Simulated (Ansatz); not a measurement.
KBr (rock salt), relaxed with PBE (Ansatz, a quantum-chemistry and plane-wave program, plane waves, PAW): a = b = c = 6.7055 Å, α = β = γ = 90.00°.

| Item | Result |
|---|---|
| gap (eV) | 4.31 |
| ΔH_f (eV/atom) | -1.77 |
| B₀ by P(V) fit (GPa) | 13.5 |
| K_Hill (GPa) | 13.5 |
| G_Hill (GPa) | 7.5 |
| ε∞ | 2.50 |
| ε0 | 5.69 |
| highest Γ mode, no LO–TO term (cm⁻¹) | 100 |
| electron conductivity mass (mₑ) | 0.39 |
| Θ_D (K) | 167 |

### Question
The same phase is relaxed and computed with r²SCAN in the same code. What are the cell and these values now?

### Answer
a = b = c = 6.6088 Å, α = β = γ = 90.00°.

- gap (eV): 5.07
- ΔH_f (eV/atom): -1.99
- B₀ by P(V) fit (GPa): 15.9
- K_Hill (GPa): 15.9
- G_Hill (GPa): 8.7
- ε∞: 2.44
- ε0: 4.81
- highest Γ mode, no LO–TO term (cm⁻¹): 116
- electron conductivity mass (mₑ): 0.39
- Θ_D (K): 178

All cells were relaxed under the symmetry of their starts (and spin orders); stability against distortions was not tested throughout. Spin–orbit coupling is left out wherever it is not named.

Potentials: the later of the program's two PAW sets.

Ansatz is a plane-wave DFT program.

Formation energies count from the lowest solids of the elements computed at the same level, not from gases.
